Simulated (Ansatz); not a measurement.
Li2O:
```xyz
3
Lattice="0.0000 2.2862 2.2862 2.2862 0.0000 2.2862 2.2862 2.2862 0.0000" Properties=species:S:1:pos:R:3 pbc="T T T"
O      0.0000     0.0000     0.0000
Li     1.1431     1.1431     1.1431
Li     3.4293     3.4293     3.4293
```

Relaxed with r²SCAN. Plane-wave PAW r²SCAN (Ansatz code) gives a gap of 5.77 eV.

**Question.** What gap does HSE06 give on the same cell (Ansatz, PAW)?

**Answer.** 6.65 eV, 0.89 eV more. The hybrid was solved on a coarser mesh and at special points; its gap is the smallest among all of these.

| k | v1 r²SCAN | c1 r²SCAN | v1 HSE06 | c1 HSE06 |
|---|---|---|---|---|
| Γ | 0.00 | 6.21 | ___ | ___ |
| X | -1.42 | 5.77 | -1.52 | 6.65 |
| L | -0.46 | 10.28 | ___ | ___ |
| W | -1.53 | 8.02 | ___ | ___ |
| K | -1.11 | 7.40 | ___ | ___ |

**Question.** Top valence (v1) and lowest conduction level (c1) in eV from each method's valence maximum (which need not be a listed point): supply the withheld HSE06 values.

**Answer.** 
- L, v1 HSE06: -0.50
- L, c1 HSE06: 11.33
- K, v1 HSE06: -1.20
- K, c1 HSE06: 8.33
- W, v1 HSE06: -1.65
- W, c1 HSE06: 8.98
- Γ, v1 HSE06: 0.00
- Γ, c1 HSE06: 7.16

Cost on shared cores: the r²SCAN run (SCF on a 10×10×10 mesh, then bands and DOS) roughly 10 core-seconds, the HSE06 run (SCF on 8×8×8, then a few points) roughly 70 core-seconds; the tasks are unlike.

Space group Fm-3m (anti-fluorite). The cell was relaxed with r²SCAN under the symmetry of its start. The volume moved by -21 % from the start of the relaxation. The volume fell by over 15 % from the filed cell, which may lack light atoms or belong to other conditions.

Potentials: the later of the program's two PAW sets.
